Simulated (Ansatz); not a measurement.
AlCo:
```cif
data_AlCo
_chemical_formula_sum 'Co1 Al1'
_space_group_name_H-M_alt 'P 1'
_space_group_IT_number 1
_cell_length_a 2.82239
_cell_length_b 2.82239
_cell_length_c 2.82239
_cell_angle_alpha 90.000
_cell_angle_beta 90.000
_cell_angle_gamma 90.000
loop_
_space_group_symop_operation_xyz
  'x, y, z'
loop_
_atom_site_label
_atom_site_type_symbol
_atom_site_fract_x
_atom_site_fract_y
_atom_site_fract_z
_atom_site_occupancy
Co1 Co 0.00000 0.00000 0.00000 1
Al1 Al 0.50000 0.50000 0.50000 1
```

Relaxed with PBEsol.

Which orbitals make up the states near the Fermi level in DFT-PBEsol in the program Ansatz with PAW potentials?

Within 0.5 eV of the Fermi level: Co 3d 77 %, Al 3p 16 %. Projections are on Löwdin-orthogonalised atomic valence shells; empty p or d shells of many metals are not among them.

Tabulate the density of states.

States/eV per cell of 2 atoms, in 0.25 eV bins, energy from the Fermi level.

| E (eV) | total | Co 3d | Al 3p | Al 3s |
|---|---|---|---|---|
| -7.85 | 0.33 | 0.02 | 0.15 | 0.11 |
| -7.60 | 0.36 | 0.02 | 0.16 | 0.12 |
| -7.35 | 0.38 | 0.03 | 0.17 | 0.13 |
| -7.10 | 0.42 | 0.03 | 0.18 | 0.16 |
| -6.85 | 0.46 | 0.04 | 0.18 | 0.18 |
| -6.60 | 0.48 | 0.06 | 0.20 | 0.18 |
| -6.35 | 0.52 | 0.09 | 0.21 | 0.18 |
| -6.10 | 0.56 | 0.11 | 0.22 | 0.18 |
| -5.85 | 0.61 | 0.15 | 0.23 | 0.19 |
| -5.60 | 0.67 | 0.21 | 0.23 | 0.20 |
| -5.35 | 0.67 | 0.23 | 0.23 | 0.17 |
| -5.10 | 0.59 | 0.20 | 0.23 | 0.12 |
| -4.85 | 0.59 | 0.20 | 0.24 | 0.10 |
| -4.60 | 0.63 | 0.23 | 0.26 | 0.09 |
| -4.35 | 0.71 | 0.27 | 0.29 | 0.08 |
| -4.10 | 0.98 | 0.43 | 0.38 | 0.09 |
| -3.85 | 1.86 | 0.98 | 0.67 | 0.09 |
| -3.60 | 1.54 | 0.89 | 0.50 | 0.08 |
| -3.35 | 1.40 | 0.91 | 0.40 | 0.05 |
| -3.10 | 2.19 | 1.60 | 0.52 | 0.02 |
| -2.85 | 2.84 | 1.99 | 0.78 | 0.01 |
| -2.60 | 2.06 | 1.65 | 0.35 | 0.00 |
| -2.35 | 1.19 | 0.98 | 0.14 | 0.00 |
| -2.10 | 2.58 | 2.27 | 0.19 | 0.00 |
| -1.85 | 2.71 | 2.48 | 0.12 | 0.01 |
| -1.60 | 4.89 | 4.49 | 0.24 | 0.02 |
| -1.35 | 5.81 | 5.39 | 0.25 | 0.01 |
| -1.10 | 3.65 | 3.36 | 0.18 | 0.01 |
| -0.85 | 2.24 | 2.05 | 0.12 | 0.00 |
| -0.60 | 0.56 | 0.42 | 0.09 | 0.00 |
| -0.35 | 0.40 | 0.31 | 0.06 | 0.00 |
| -0.10 | 0.52 | 0.41 | 0.08 | 0.00 |
| 0.15 | 1.64 | 1.32 | 0.24 | 0.01 |
| 0.40 | 1.43 | 1.03 | 0.28 | 0.03 |
| 0.65 | 0.97 | 0.61 | 0.25 | 0.04 |
| 0.90 | 0.77 | 0.42 | 0.24 | 0.04 |
| 1.15 | 0.63 | 0.31 | 0.22 | 0.04 |
| 1.40 | 0.54 | 0.23 | 0.21 | 0.03 |
| 1.65 | 0.45 | 0.18 | 0.19 | 0.03 |
| 1.90 | 0.38 | 0.13 | 0.17 | 0.03 |
| 2.15 | 0.30 | 0.09 | 0.14 | 0.02 |
| 2.40 | 0.23 | 0.07 | 0.11 | 0.02 |
| 2.65 | 0.39 | 0.09 | 0.09 | 0.02 |
| 2.90 | 0.46 | 0.10 | 0.09 | 0.03 |
| 3.15 | 0.65 | 0.15 | 0.11 | 0.07 |
| 3.40 | 0.87 | 0.20 | 0.17 | 0.15 |
| 3.65 | 0.82 | 0.18 | 0.20 | 0.17 |
| 3.90 | 0.89 | 0.21 | 0.23 | 0.23 |
| 4.15 | 0.86 | 0.18 | 0.24 | 0.24 |
| 4.40 | 0.85 | 0.16 | 0.24 | 0.27 |
| 4.65 | 0.80 | 0.13 | 0.25 | 0.23 |

Space group Pm-3m (CsCl type). The cell was relaxed with PBEsol under the symmetry of its start. The workflow began spin-polarised and lost its moments.

Potentials: the earlier of the program's two PAW sets. The files were generated under PBE; for other functionals the program regenerates the frozen cores, and for LDA and PBEsol the local potential too.
